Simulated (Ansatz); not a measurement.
**Kick test of a cell of B5Ru3**

It was reached by relaxing an invented guess, and it needn't be the stable form of this composition.

Method: Ansatz 0.2.0, DFT PBE, scalar-relativistic, plane waves, PAW. Plane waves to 420 eV, a k mesh through Γ of 12×12×4 on the computed 8-atom cell and Gaussian smearing (0.10 eV); no spin polarisation.

The cell below (8 atoms, space group P-6m2 (No. 187)) is relaxed within its symmetry.

```xyz
8
Lattice="2.9229 0.0000 0.0000 -1.4614 2.5313 0.0000 0.0000 0.0000 10.0276" Properties=species:S:1:pos:R:3 pbc="T T T"
B     0.0000    1.6875    6.4437
B     1.4614    0.8438    7.2225
B     0.0000    1.6875    3.5839
B     1.4614    0.8438    2.8052
B     1.4614    0.8438    0.0000
Ru    0.0000    1.6875    1.4097
Ru    0.0000    1.6875    8.6179
Ru    1.4614    0.8438    5.0138
```

For the test it was strained at random (σ = 1.5 % a component), the atoms were moved at random (σ = 0.15 Å), and all was relaxed again on a coarse 12×12×2 mesh (in the run’s order of axes) with 0.20 eV smearing, with no symmetry imposed.

Question: Is the structure stable against such a distortion?

Answer: It returns, within 1 meV/atom of the unmoved cell on that mesh and with the same symmetry when read at 0.1 Å. So it is stable against the distortions that fit this cell and that this random move excites. Modes that don't fit the cell aren't tested.
